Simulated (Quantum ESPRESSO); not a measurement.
Inputs of pw.x and gipaw.x (a modified build of Quantum ESPRESSO, PBE) for Na₄Cl₃F; the starting potential comes from an earlier run on another mesh:

```
&CONTROL
  calculation = 'scf'
  prefix = 'x'
  pseudo_dir = './pseudo'
  outdir = './out'
  tprnfor = .true.
/
&SYSTEM
  ibrav = 0
  nat = 8
  ntyp = 3
  ecutwfc = 60
  ecutrho = 240
  occupations = 'fixed'
  nbnd = 32
/
&ELECTRONS
  conv_thr = 1e-11
  startingpot = 'file'
/
ATOMIC_SPECIES
Na 22.990 Na.GGA_PBE-JTH.UPF
F 18.998 F.GGA_PBE-JTH.UPF
Cl 35.450 Cl.GGA_PBE-JTH.UPF
CELL_PARAMETERS angstrom
    5.520935060000     0.000000000000     0.000000000000
    0.000000000000     5.520935060000     0.000000000000
    0.000000000000     0.000000000000     5.520935060000
ATOMIC_POSITIONS crystal
Na     0.000000000000     0.000000000000     0.000000000000
F      0.500000000000     0.000000000000     0.000000000000
Na     0.000000000000     0.500000000000     0.500000000000
Cl     0.500000000000     0.500000000000     0.500000000000
Na     0.500000000000     0.000000000000     0.500000000000
Cl     0.000000000000     0.000000000000     0.500000000000
Na     0.500000000000     0.500000000000     0.000000000000
Cl     0.000000000000     0.500000000000     0.000000000000
K_POINTS automatic
3 3 3 1 1 1
```

```
&INPUTGIPAW
  job = 'nmr'
  prefix = 'x'
  tmp_dir = './out/'
  restart_mode = 'from_scratch'
  pawproj(1) = .true.
  pawproj(2) = .true.
  pawproj(3) = .true.
  use_nmr_macroscopic_shape = .false.
/
```

The cell was made here from a computed Materials Project entry: one of 4 Cl replaced by F, cell and atoms relaxed (PBE without dispersion, pw.x of Quantum ESPRESSO, symmetry kept). The parent is NaCl in Fm-3m. The swapped cell is a model, not a known phase. Stability against distortions was not tested.

Give the final section of the GIPAW output.


```
     f-sum rule (should be   -50.8785):
           -50.8765          0.0000          0.0000
             0.0000        -50.8765          0.0000
             0.0000          0.0000        -50.8765

     Total NMR chemical shifts in ppm: ---------------------------------------
     (adopting the Simpson convention for anisotropy and asymmetry)-----------

     Atom  1  Na  pos: (  0.000000  0.000000  0.000000)  Total sigma:         547.00
           532.5557         -0.0000          0.0000
            -0.0000        554.2243          0.0000
            -0.0000         -0.0000        554.2243

     Na      1    anisotropy:    -21.67    eta:    0.0000

     Atom  2  F   pos: (  0.500000  0.000000  0.000000)  Total sigma:         378.65
           378.6459          0.0000          0.0000
             0.0000        378.6459         -0.0000
            -0.0000         -0.0000        378.6459

     F       2    anisotropy:      0.00    eta:    0.0000

     Atom  3  Na  pos: (  0.000000  0.500000  0.500000)  Total sigma:         534.41
           534.4101         -0.0000         -0.0000
            -0.0000        534.4101          0.0000
             0.0000          0.0000        534.4101

     Na      3    anisotropy:      0.00    eta:    0.0000

     Atom  4  Cl  pos: (  0.500000  0.500000  0.500000)  Total sigma:         985.00
          1000.1434          0.0000          0.0000
             0.0000        977.4315          0.0000
            -0.0000          0.0000        977.4315

     Cl      4    anisotropy:     22.71    eta:    0.0000

     Atom  5  Na  pos: (  0.500000  0.000000  0.500000)  Total sigma:         547.00
           554.2243         -0.0000         -0.0000
            -0.0000        554.2243          0.0000
            -0.0000          0.0000        532.5557

     Na      5    anisotropy:    -21.67    eta:    0.0000

     Atom  6  Cl  pos: (  0.000000  0.000000  0.500000)  Total sigma:         985.00
           977.4315          0.0000          0.0000
             0.0000       1000.1434         -0.0000
             0.0000          0.0000        977.4315

     Cl      6    anisotropy:     22.71    eta:    0.0000

     Atom  7  Na  pos: (  0.500000  0.500000  0.000000)  Total sigma:         547.00
           554.2243         -0.0000         -0.0000
            -0.0000        532.5557          0.0000
            -0.0000          0.0000        554.2243

     Na      7    anisotropy:    -21.67    eta:    0.0000

     Atom  8  Cl  pos: (  0.000000  0.500000  0.000000)  Total sigma:         985.00
           977.4315          0.0000         -0.0000
            -0.0000        977.4315         -0.0000
            -0.0000          0.0000       1000.1434

     Cl      8    anisotropy:     22.71    eta:    0.0000
```
The printed anisotropy is 3/2 (σ_33 − σ_iso) in the program's own order; the axes are left out here. Anisotropies that symmetry doesn't fix are less certain than the isotropic values. These are absolute shieldings with no macroscopic susceptibility term; δ = σ_ref − σ needs a reference computed alike. By our sweeps, such settings leave a few ppm in absolute σ. No d partial waves on Na, Cl: the paramagnetic term there is incompletely reconstructed. The structure is static (0 K, no zero-point motion).
